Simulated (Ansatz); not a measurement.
Cu Kα1 powder pattern (kinematic, no thermal factors).
| 2θ (°) | relative intensity |
| --- | --- |
| 16.35 | 100 |
| 23.21 | 3 |
| 28.52 | 10 |
| 33.05 | 29 |
| 37.09 | 17 |
| 47.44 | 10 |
| 50.52 | 9 |
| 53.46 | 7 |
| 59.04 | 2 |
| 61.70 | 9 |
| 64.31 | 3 |
| 69.35 | 1 |
| 71.81 | 3 |
| 74.23 | 3 |
| 76.63 | 1 |
| 79.00 | 1 |
| 83.69 | 2 |

The pattern is computed from a structure relaxed with DFT PBE, scalar-relativistic, plane waves, PAW (Ansatz 0.2.0). No spin polarisation. Its elements are Al, C, Mg, N.

Give the structure.

MgAlC6N6.
Space group Fm-3m (No. 225). a = 10.831 Å, b = 10.831 Å, c = 10.831 Å, α = 90.00°, β = 90.00°, γ = 90.00°
```csv
atom,site,symmetry,x,y,z
Mg,4b,m-3m,0.5000,0.0000,0.0000
Al,4a,m-3m,0.0000,0.0000,0.0000
C,24e,4m.m,0.1923,0.0000,0.0000
N,24e,4m.m,0.2998,0.0000,0.0000
```

A pattern alone doesn't exclude other cells with like lines; this is the one computed.

The structure comes from a generated guess; another structure or a mixture of phases may lie lower.
